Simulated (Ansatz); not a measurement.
Data:

MgAu:
```
MgAu
1.0
    3.27023     0.00000     0.00000
    0.00000     3.27023     0.00000
    0.00000     0.00000     3.27023
Mg Au
1 1
Direct
  0.50000   0.50000   0.50000
  0.00000   0.00000   0.00000
```

This is the r²SCAN-relaxed structure.

Q: All from r²SCAN in the plane-wave PAW code Ansatz, unless another level is named. Estimate the density of states at the Fermi level.

A: 0.27 states/eV per atom (mean over ±0.08 eV).

Q: Next, the formation energy from the elements (no fitted shifts)?

A: -0.61 eV/atom.

Space group Pm-3m (CsCl type). The workflow started from a Materials Project entry (that database holds measured and hypothetical structures alike); the Crystallography Open Database files this formula in space group No. 221, but the cells were not matched. Its standing as an ambient phase is unchecked. The r²SCAN relaxation kept the symmetry of its start; whether a distortion lowers the energy is not shown. The references are the lowest solids computed at this level, not always the standard phases. Spin–orbit coupling is left out wherever it is not named.

Potentials: the later of the program's two PAW sets.
